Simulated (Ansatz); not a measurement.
input.yaml

```yaml
crystal:
  lattice:
    - [3.9859, 0.0, 0.0]
    - [0.0, 3.9859, 0.0]
    - [0.0, 0.0, 3.9859]
  atoms:
    - { symbol: K, position: [0.5, 0.5, 0.5] }
    - { symbol: Mg, position: [0.0, 0.0, 0.0] }
    - { symbol: F, position: [0.5, 0.0, 0.0] }
    - { symbol: F, position: [0.0, 0.5, 0.0] }
    - { symbol: F, position: [0.0, 0.0, 0.5] }
basis:
  ecutwfc: 420
kpoints:
  mp_grid: { grid: [6, 6, 6] }
hamiltonian:
  xc: pbesol
scf:
  occupations: { method: gaussian, width: 0.02 }
output:
  forces: true
  stress: true
  eigenvalues: true
  populations: true
```

Command:
```bash
ansatz run input.yaml --threads 2 --pin off --max-ram 5120MiB --backend cpu --events-out ev --progress --plain --runs-dir out
```

Level of theory: DFT PBEsol, scalar-relativistic, plane waves, PAW in Ansatz.

Part of what the program printed, abridged (final results; tables in files aren't shown):

```
SCF 1 converged in 6 iterations: F = -5837.492689 eV  dr2 = 3.24e-8
SCF converged after 6 iterations
Free energy (F): -5837.492689 eV
Harris-Foulkes:  -5837.492689 eV  (|F-HF|=6.33e-8)
Internal energy: -5837.492689 eV  (E = F + TS)
E sigma→0 (E₀):  -5837.492689 eV
Fermi energy:    6.317956 eV
--- Per-component energies (eV) ---
  E_band       = -500.718329
  E_kinetic    = 953.787403
  E_local      = -3728.112097  (includes V_loc(G=0)·N_el)
  E_nonlocal   = 330.556124
  E_hartree    = 1352.700542
  E_xc         = -400.953630
  E_vxc        = -508.980678  (∫ρ·V_xc dr)
  E_paw        = -1624.133632  (= ΣΔE_a)
  E_vpaw       = -253.382434  (= ΣTr[D̂ρ^β])
  E_aug_tail   = 0.006081  (compensation charges beyond the density's cutoff)
  E_ewald      = -2721.637555
  E_core_change = 0.294075  (= ΣΔE_core)
  E_smearing   =  0.000000  (= −TS)
--- Forces (eV/Å), atoms counted from 1 ---
  atom   1  K      0.00000000     0.00000000     0.00000000
  atom   2  Mg     0.00000000     0.00000000     0.00000000
  atom   3  F      0.00000000     0.00000000     0.00000000
  atom   4  F      0.00000000     0.00000000     0.00000000
  atom   5  F      0.00000000     0.00000000     0.00000000
--- Stress (GPa, compression-positive) ---
        0.303569       0.000000       0.000000
        0.000000       0.303569       0.000000
        0.000000       0.000000       0.303569
  P = ⅓ Tr σ = 0.3036 GPa (3.036 kbar)
--- Band table (eV; the first three rows and the last of 20) ---
  k-point 0: bands = ["-67.6047", "-34.5615", "-34.5615", "-34.5615", "-22.7215", "-17.2606", "-16.5939", "-16.5939", "-6.2882", "-6.2882", "-6.2882", "0.3132", "0.3132", "0.3132", "2.1112", "2.1112", "2.1112", "2.4217", "2.4217", "2.4217", "9.8909", "12.6995", "12.6995", "14.8644", "14.8644"]
  k-point 1: bands = ["-67.6047", "-34.5634", "-34.5615", "-34.5615", "-22.7140", "-17.2286", "-16.6277", "-16.5917", "-6.2841", "-6.2737", "-6.2737", "0.3324", "0.3437", "0.3437", "2.0451", "2.0534", "2.0534", "2.1574", "2.3678", "2.3678", "10.3773", "12.9472", "12.9881", "14.9935", "15.0082"]
  k-point 2: bands = ["-67.6046", "-34.5671", "-34.5614", "-34.5614", "-22.6989", "-17.1532", "-16.7065", "-16.5873", "-6.2759", "-6.2443", "-6.2443", "0.4103", "0.4103", "0.4326", "1.6081", "1.9191", "1.9336", "1.9336", "2.2622", "2.2622", "11.5611", "13.4426", "13.4713", "15.2944", "15.2998"]
  k-point 19: bands = ["-67.6045", "-34.5685", "-34.5685", "-34.5685", "-22.6560", "-16.7570", "-16.7570", "-16.7570", "-6.4834", "-6.4834", "-6.4834", "-1.1848", "1.0574", "1.0574", "1.0574", "1.6269", "1.6269", "2.7450", "2.7450", "2.7450", "13.0670", "13.0670", "13.0670", "16.5652", "16.7157"]
--- Löwdin populations: 5 sites ---
  site symbol q [e]
     0      K      8.1851
     1     Mg      8.3367
     2      F      7.7655
     3      F      7.7655
     4      F      7.7655
  spilling = 0.004545 (of n_electrons = 40.000000)
```

The run converged.

It took 1.6 s on 2 threads of Intel(R) Xeon(R) Platinum 8375C CPU @ 2.90GHz (Ice Lake) (shared host), peak memory 0.38 GiB.